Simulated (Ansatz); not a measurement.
Question: Ε∞ from PBEsol minus that from r²SCAN (% of the latter), each on its own relaxed cell (Ansatz, a quantum-chemistry and plane-wave program, plane waves, PAW; no spin–orbit coupling, no Hubbard U), over 18 phases of the class «halides»: what sign and size do you expect?

Answer: Mean 8 %, median 7 %, mean absolute 8 %; eight in ten lie between 4 and 14 %, and 100 % are above zero.

Some cases that may be named, with their rank among the 18 from the lowest: NaF, rock salt 4 % (rank 2); KMgF3, cubic perovskite 5 % (rank 4); Cs2AgBiBr6, Fm-3m (Bi on 4a, Ag on 4b, Cs on 8c, Br on 24e) 23 % (rank 18).

The phases are those computed here (of each formula those with measured values and the lowest at some level), not a balanced benchmark, and neither functional is the truth. Pairs that end in unlike spin orders or unlike minima (c/a over 6 % apart, 30 % for weakly bound crystals), magnets with 4f shells, solids of gases and phases set aside for tests are left out.

All cells were relaxed under the symmetry of their starts (and spin orders); stability against distortions was not tested throughout. Named crystals with no word on spin ran without spin polarisation. Scalar-relativistic: spin–orbit coupling is off unless named, which matters more the heavier the elements.

Potentials: the later of the program's two PAW sets.

Ansatz is a plane-wave DFT program.
